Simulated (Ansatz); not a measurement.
Here is the system:

GaP:
```cif
data_Ga4P4
_chemical_formula_sum 'Ga4 P4'
_space_group_name_H-M_alt 'Fm-3m'
_space_group_IT_number 225
_space_group_name_Hall '-F 4 2 3'
_cell_length_a 5.11797
_cell_length_b 5.11797
_cell_length_c 5.11797
_cell_angle_alpha 90.000
_cell_angle_beta 90.000
_cell_angle_gamma 90.000
loop_
_atom_site_label
_atom_site_type_symbol
_atom_site_symmetry_multiplicity
_atom_site_Wyckoff_symbol
_atom_site_fract_x
_atom_site_fract_y
_atom_site_fract_z
_atom_site_occupancy
Ga1 Ga 4 a 0.00000 0.00000 0.00000 1
P1 P 4 b 0.50000 0.50000 0.50000 1
```
(The calculation used a cell of 2 atoms; values per cell refer to that cell.)

This is the r²SCAN-relaxed structure.

All from the program Ansatz at the r²SCAN level (PAW), unless another level is named. Estimate the electronic character.

metallic (no gap).

Predict the density of states at the Fermi level.

0.55 states/eV per atom (mean over ±0.08 eV).

Next, the formation energy from the elements (no fitted shifts)?

-2.9 kJ/mol of atoms.

Give the gap with spin–orbit coupling.

none (metallic).

The start of the workflow was typed in or built on a structure type; neither database checked (COD, Materials Project) lists it. It is not the phase usual at ambient conditions (space group No. 216). The r²SCAN relaxation kept the symmetry of its start; its stability against distortions is not shown here. The references are the lowest solids computed at this level, not always the standard phases. Scalar-relativistic: spin–orbit coupling is off unless named, which matters more the heavier the elements.

Potentials: the later of the program's two PAW sets.
